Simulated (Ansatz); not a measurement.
## Ge: energy along a strain

Ge, Fd-3m, a = 5.658 Å (as given, not relaxed at this level: 0.7 GPa). Ansatz: r2SCAN, PAW, 500 eV, Γ-centred 10×10×10 mesh on 2 atoms, Gaussian smearing 0.05 eV; no spin polarisation. Cell vectors (Å): 0.000 2.829 2.829; 2.829 0.000 2.829; 2.829 2.829 0.000. The cell is strained by x per cent times the pattern (1 -1 0 0 0 0) in the order xx yy zz yz xz xy (engineering shears), with fractional coordinates held. y is the free energy over the start, V0 = 22.636 Å³/atom. Symmetry makes y even in x. Points with a strain past 8.5 % were computed too (2) and aren't used here.

| x (%) | y (meV/atom) |
| --- | --- |
| -5.00 | 29.40 |
| 0.00 | 0.00 |
| 2.50 | 7.41 |
| 6.25 | ? |
| 7.50 | 65.32 |

Q: Fit y = c2 x² + c4 x⁴ to the other rows, get the stiffness along the pattern, and predict the missing energy.

A: Least squares on the rows shown. y = 1.1879 x² − 0.00047438 x⁴. The clamped-ion stiffness p·C·p = 2 × 11.88 eV × 160.2 / 22.636 Å³ = 168 GPa (second derivative at the start, which stands under stress). At x = 6.25 the fit asked for gives 45.68 meV/atom. The run gave 45.70 meV/atom, so the fit is 0.02 meV/atom too low, a small miss on the scale of the series. Note that the gap is closed there and open in the run one row up.